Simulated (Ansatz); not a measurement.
Here is the system:

Starting cell, TiO₂ (rutile):

```
CELL_PARAMETERS angstrom
      4.59159     0.00000     0.00000
      0.00000     4.59159     0.00000
      0.00000     0.00000     2.93910
ATOMIC_POSITIONS crystal
  Ti 0.00000 0.00000 0.00000
  Ti 0.50000 0.50000 0.50000
  O  0.30442 0.30442 0.00000
  O  0.80442 0.19558 0.50000
  O  0.19558 0.80442 0.50000
  O  0.69558 0.69558 0.00000
```

In this cell atom 1 (Ti, nearest neighbour O at 1.942 Å; its periodic images, 2.9 Å or more away, move with it) is moved by s along Cartesian x, unit vector (1.000, 0.000, 0.000); all other atoms and the cell stay fixed.

Computed with PBEsol (plane waves to 420 eV, PAW, scalar-relativistic; Ansatz, a program for electronic structure). k mesh 6×6×9 (Γ-centred), Fermi-Dirac smearing 0.05 eV. The energy includes the smearing's −TS. Left out: 4 of 11 points, with atoms too close for the PAW data. The PAW data are Ansatz's earlier set. TiO2 is run without spin polarisation. TiO2 was relaxed with its symmetry unable to fall. The zero of ΔE is the undisplaced structure.

The scan covers s from -0.348 to 0.348 Å in 7 points.

Question: Is this a single well or a double well?

Answer: A single well with its minimum at or next to zero displacement.

Question: Is the energy the same for equal positive and negative displacements?

Answer: Even: the same for both signs. With its periodic images moving along, the atom's site symmetry in this cell is mmm.

Question: What is the force constant k = d²E/ds² of this move at s = 0?

Answer: 15.9 eV/Å².

(For displaced atoms, the force is minus the slope of the energy, and its curvature is a force constant, which sets phonon frequencies.)
